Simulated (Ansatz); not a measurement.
A calculation with the code Ansatz. Plane-wave DFT: an element X is put into a periodic supercell of the crystal below and the atoms relax. X is one of the candidates, and is told by the neutral defect's formation energy over the elements (uncorrected), its moments where the run had spin, and its relaxed neighbours, eight at most.

```
cell
1.0
     4.0632    0.0000    0.0000
    -2.0316    3.5188    0.0000
     0.0000    0.0000    8.6995
I La Ni
1 2 2
Direct
  0.6667 0.3333 0.5000
  0.0000 0.0000 0.2109
  0.0000 0.0000 0.7891
  0.3333 0.6667 0.0000
  0.6667 0.3333 0.0000
```

- host atoms in supercell: 20
- functional: PBEsol
- wave cutoff: 420 eV
- k mesh: 3, 3, 3
- k shift: 0, 0, 0 mesh steps
- gaussian smearing: 0.05 eV
- start displacement: 0.05 angstrom
- electrons started on: no chosen atoms
- candidate elements: C, Cl, Ti, Mn, Cu, Br
- found formation energy: 1.779 eV
- found largest move from host sites: 0.886 angstrom

```
supercell vector  supercell times a (host cell vectors)  supercell times b (host cell vectors)  supercell times c (host cell vectors)
               A                                      0                                     -2                                      0
               B                                     -2                                      0                                      0
               C                                      0                                      0                                     -1
```

```csv
change element,change kind,change place a (host cell vectors),change place b (host cell vectors),change place c (host cell vectors)
X,on La,0,0,-0.7891
```

| found neighbour element | found neighbour distance (angstrom) |
| --- | --- |
| Ni | 2.503 |
| Ni | 2.503 |
| Ni | 2.503 |
| Ni | 2.508 |
| Ni | 2.508 |
| Ni | 2.508 |
| La | 2.82 |

Which element is X?

Cu.

Caveats: a metal with Cr, Mn, Fe, Co or Ni was run without spin, and may be magnetic; one random start near the defect, so other minima are possible; the supercell is small.
